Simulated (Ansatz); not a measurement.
Input and command of a plane-wave DFT calculation in Ansatz:

```yaml
crystal:
  lattice:
    - [6.7099589478, 0.0, 0.0]
    - [-3.3549794739, 5.8109949071, 0.0]
    - [0.0, 0.0, 3.9452326963]
  atoms:
    - { symbol: Sc, position: [0.0, 0.5769676139, 0.0] }
    - { symbol: Sc, position: [0.4230323861, 0.4230323861, 0.0] }
    - { symbol: Sc, position: [0.5769676139, 0.0, 0.0] }
    - { symbol: Ge, position: [0.3333333333, 0.6666666667, 0.5] }
    - { symbol: Ge, position: [0.6666666667, 0.3333333333, 0.5] }
    - { symbol: Ge, position: [0.0, 0.0, 0.0] }
    - { symbol: Pd, position: [0.0, 0.2484437534, 0.5] }
    - { symbol: Pd, position: [0.7515562466, 0.7515562466, 0.5] }
    - { symbol: Pd, position: [0.2484437534, 0.0, 0.5] }
basis:
  ecutwfc: 500
kpoints:
  mp_grid: { grid: [6, 6, 10] }
  band_path:
    path:
      - [[0.0, 0.0, 0.0], [0.5, 0.0, 0.0], [0.33333333, 0.33333333, 0.0], [0.0, 0.0, 0.0], [0.0, 0.0, 0.5], [0.5, 0.0, 0.5], [0.33333333, 0.33333333, 0.5], [0.0, 0.0, 0.5]]
      - [[0.5, 0.0, 0.5], [0.5, 0.0, 0.0]]
      - [[0.33333333, 0.33333333, 0.5], [0.33333333, 0.33333333, 0.0]]
    npoints: 14
hamiltonian:
  xc: r2scan
scf:
  occupations: { method: gaussian, width: 0.1 }
  n_extra_bands: 22
output:
  forces: true
  stress: true
  eigenvalues: true
  populations: true
  dos: { projected: true, de: 0.02, nscf_kmesh: { grid: [9, 9, 15] } }
  bader: true
  write_density: true
  write_potential: true
  elf: true
  volumetric_format: npy
```

```bash
ansatz run input.yaml --threads 2 --pin off --max-ram 5120MiB --backend cpu --events-out ev --progress --plain --runs-dir out
```

Processor: Oxide Virtual Turin-like Processor (Zen 5), 2 threads, on a host shared with other jobs.

Problem. How long does it run, and how much memory does it take?

Solution. About 3.3 min on 2 threads of Oxide Virtual Turin-like Processor (Zen 5), with other jobs on the host, peak memory 1.7 GiB. It solves 87 bands at 42 k points (the mesh reduced by symmetry) with about 3915 plane waves, in 10 SCF iterations.
